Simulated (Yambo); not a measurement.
G0W0@LDA for MgTiF6 (space group R-3, No. 148) in Yambo. Reference settings: 2×2×2 Γ-centred k mesh, bands 3 to 163 and a 7 Ry block in the screening, 163 bands in G with the Bruneval-Gonze terminator, plasmon pole fitted at 27.2 eV. The LDA gap Γ → F on this mesh is 4.83 eV; G0W0 gaps are taken between the same points.

Gap (Γ → F) in eV against the number of bands and the screening block, terminator on:

```csv
bands (W and G),2 Ry,3 Ry,4 Ry,6 Ry,7 Ry
51,11.856,10.722,10.213,9.932,9.864
71,11.666,10.487,9.976,9.711,9.632
97,11.557,10.418,9.904,9.642,9.560
130,11.568,10.422,9.884,9.623,9.560
163,11.540,10.456,9.877,9.609,9.544
```

Rough cost of the Yambo step against the reference (shared machines):

```json
[
 {"bands (W and G)": "51", "2 Ry": "1/3", "3 Ry": "1/4", "4 Ry": "1/4", "6 Ry": "1/4", "7 Ry": "1/3"},
 {"bands (W and G)": "71", "2 Ry": "1/3", "3 Ry": "1/3", "4 Ry": "1/2", "6 Ry": "1/2", "7 Ry": "1/2"},
 {"bands (W and G)": "97", "2 Ry": "1/3", "3 Ry": "~1", "4 Ry": "~1", "6 Ry": "~1", "7 Ry": "1/2"},
 {"bands (W and G)": "130", "2 Ry": "~1", "3 Ry": "~1", "4 Ry": "~1", "6 Ry": "~1", "7 Ry": "~1"},
 {"bands (W and G)": "163", "2 Ry": "~1", "3 Ry": "~1", "4 Ry": "~1", "6 Ry": "~1", "7 Ry": "1"}
]
```

At the largest block the last step in bands moves the gap by -0.016 eV; at the most bands the last step in the block moves it by -0.065 eV.

Geometry of the Materials Project entry, not relaxed at this level; primitive cell a = 5.369 Å, b = 5.369 Å, c = 5.369 Å, α = 58.13°, β = 58.13°, γ = 58.13°.

The structure is a Materials Project entry; no match was found in the copy of COD used, and its stability was not checked.
